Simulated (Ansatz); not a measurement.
# Phonon dispersion of SnTe2

Method: DFT PBE+D3(BJ), scalar-relativistic, plane waves, PAW (Ansatz). Settings: 420 eV plane-wave cutoff, Γ-centred 12×12×4 mesh, Fermi-Dirac smearing of 0.15 eV. No spin polarisation. Phonons by linear response, acoustic sum rule imposed.

The cell, relaxed at this level:
```
Sn Te
1.0
     4.19364    0.00000    0.00000
    -2.09682    3.63180    0.00000
     0.00000    0.00000   12.02805
Sn Te
2 4
Direct
  0.33333 0.66667 0.12023
  0.66667 0.33333 0.62023
  0.66667 0.33333 0.97375
  0.00000 0.00000 0.27181
  0.33333 0.66667 0.47375
  0.00000 0.00000 0.77181
```

The cell was found from a structure generator's guess, not taken from experiment. In a metal, frequencies and elastic constants depend on the k mesh and the smearing, soft modes and shear constants most. Some empty bands missed the eigensolver's threshold. Spin–orbit coupling is left out, which matters for heavy elements. The q mesh is coarse, so values between its points are rough.

Force constants from linear response on a 2×2×1 q mesh.

Path: Γ–M–K–Γ–A–L–H–A | L–M | H–K. Only the points of the 2×2×1 mesh were computed; the rest is interpolation, which is rough on so few points. On the mesh no mode is imaginary. Distance along the path (Å⁻¹), then the branches (cm⁻¹, negative for imaginary):
```
0.000  0 0 0 19 19 51 70 70 85 85 104 108 108 108 109 109 144 160
0.216  16 26 29 33 37 49 70 76 83 85 97 101 108 110 115 116 140 155
0.432  28 41 42 49 56 66 72 82 84 85 92 97 111 111 121 125 131 145
0.649  32 41 46 54 63 70 72 88 90 93 94 102 111 114 121 125 129 142
0.865  32 41 46 53 62 64 73 92 96 97 100 102 110 115 120 122 129 143
0.990  39 43 47 53 63 64 74 92 95 96 98 100 112 117 120 122 128 142
1.115  44 47 52 57 65 65 79 90 92 92 95 97 116 119 120 124 126 138
1.240  45 46 62 64 66 70 83 86 88 91 94 94 119 120 122 124 126 133
1.364  45 45 63 67 67 74 85 85 86 91 91 94 120 120 122 126 126 131
1.614  43 51 58 60 64 66 82 84 88 90 93 94 118 120 122 124 131 132
1.864  41 45 46 51 56 64 79 82 84 87 89 93 114 114 123 126 128 141
2.114  21 27 32 38 41 48 70 78 83 85 96 99 109 110 116 118 139 154
2.363  0 0 0 19 19 51 70 70 85 85 104 108 108 108 109 109 144 160
2.429  3 3 11 18 18 51 70 70 84 84 104 107 108 108 108 108 145 160
2.494  7 7 17 17 21 48 72 72 83 83 104 105 108 108 108 108 147 158
2.559  10 10 15 15 31 45 75 75 81 81 103 104 108 108 108 108 150 156
2.624  13 13 13 13 39 39 78 78 78 78 103 103 108 108 108 108 154 154
2.841  23 23 31 31 46 46 77 77 80 80 97 97 109 109 115 115 149 149
3.057  34 34 46 46 61 61 77 77 84 84 94 94 111 111 123 123 140 140
3.273  38 38 47 47 67 67 81 81 90 90 99 99 112 112 123 123 135 135
3.490  38 38 44 44 68 68 84 84 93 93 102 102 112 112 121 121 136 136
3.614  40 40 46 46 68 68 84 84 92 92 100 100 115 115 121 121 135 135
3.739  44 44 54 54 68 68 84 84 90 90 97 97 118 118 121 121 132 132
3.864  46 46 62 62 69 69 84 84 89 89 93 93 121 121 123 123 129 129
3.989  46 46 66 66 68 68 86 86 90 90 90 90 121 121 125 125 127 127
4.239  47 47 57 57 68 68 82 82 87 87 95 95 119 119 126 126 128 128
4.488  43 43 48 48 62 62 78 78 86 86 92 92 114 114 124 124 136 136
4.738  26 26 34 34 48 48 77 77 80 80 96 96 110 110 116 116 148 148
4.988  13 13 13 13 39 39 78 78 78 78 103 103 108 108 108 108 154 154
5.020  36 39 43 45 67 68 82 86 93 94 102 103 112 113 121 121 135 138
5.086  34 42 42 47 66 67 78 89 93 96 100 103 111 114 120 122 132 140
5.151  33 41 44 50 64 66 75 91 94 98 99 103 110 115 120 122 130 142
5.216  32 41 46 52 63 64 73 92 95 97 99 102 110 115 120 122 129 143
5.249  46 46 66 66 68 68 86 86 90 90 90 90 121 121 125 125 127 127
5.314  46 46 66 66 66 70 86 86 88 90 90 91 121 121 125 125 125 128
5.380  46 46 64 67 67 72 86 86 87 90 90 92 120 120 124 125 125 130
5.445  45 45 63 67 67 73 85 85 86 91 91 93 120 120 122 126 126 130
5.510  45 45 63 67 67 74 85 85 86 91 91 94 120 120 122 126 126 131
```
